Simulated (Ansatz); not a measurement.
Data:

CsH:
```
CELL_PARAMETERS angstrom
      3.81405     0.00000     0.00000
      0.00000     3.81405     0.00000
      0.00000     0.00000     3.81405
ATOMIC_POSITIONS crystal
  Cs 0.00000 0.00000 0.00000
  H  0.50000 0.50000 0.50000
```

This is the r²SCAN-relaxed structure.

Q: All from plane-wave PAW r²SCAN (Ansatz code), unless another level is named. Predict the hole effective mass.

A: 0.52 mₑ (isotropic).

Q: What about the gap with spin–orbit coupling?

A: 3.17 eV.

Q: What about the HSE06 gap on the r²SCAN cell?

A: 3.62 eV.

Q: And the band gap?

A: 3.18 eV (direct).

Space group Pm-3m (CsCl type). The workflow started from a Materials Project entry (that database holds measured and hypothetical structures alike); the Crystallography Open Database copy checked does not list it. COD files the formula under space group No. 225. Whether it is the stable phase at ambient conditions was not checked. The cell was relaxed with r²SCAN under the symmetry of its start; whether a distortion lowers the energy is not shown. Scalar-relativistic: spin–orbit coupling is off unless named, which matters more the heavier the elements.

Potentials: the later of the program's two PAW sets.
